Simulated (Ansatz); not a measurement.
Be2C:
```xyz
3
Lattice="0.0000 2.1342 2.1342 2.1342 0.0000 2.1342 2.1342 2.1342 0.0000" Properties=species:S:1:pos:R:3 pbc="T T T"
Be     3.2012     3.2012     3.2012
Be     1.0671     1.0671     1.0671
C      0.0000     0.0000     0.0000
```

Relaxed with LDA. Special points in fractions of this cell's reciprocal vectors: Γ (0.000, 0.000, 0.000); X (0.500, 0.000, 0.500); U (0.625, 0.250, 0.625); K (0.375, 0.375, 0.750); L (0.500, 0.500, 0.500); W (0.500, 0.250, 0.750).

Task: List the band energies nearest the valence-band maximum at these points for the program Ansatz at the LDA level (PAW).

Result: In eV from the valence-band maximum; about four levels below and three above (degenerate sets whole), none deeper than 8.9 eV; … stands for higher levels left out; points with the same levels are listed once.

| k | below | above |
|---|---|---|
| Γ | 0.00 0.00 0.00 | 4.11 4.11 4.11 |
| X | -6.85 -4.92 -4.92 | 1.20 6.10 … |
| U | -7.08 -6.38 -4.16 | 3.43 8.62 11.82 |
| L | -1.91 -1.91 | 5.01 5.01 7.58 |
| W | -6.53 -6.02 -6.02 | 5.80 8.44 … |

Space group Fm-3m (fluorite or antifluorite type). Symmetry was held in the LDA relaxation; phonons on a q-mesh show no instability.

Potentials: the later of the program's two PAW sets.
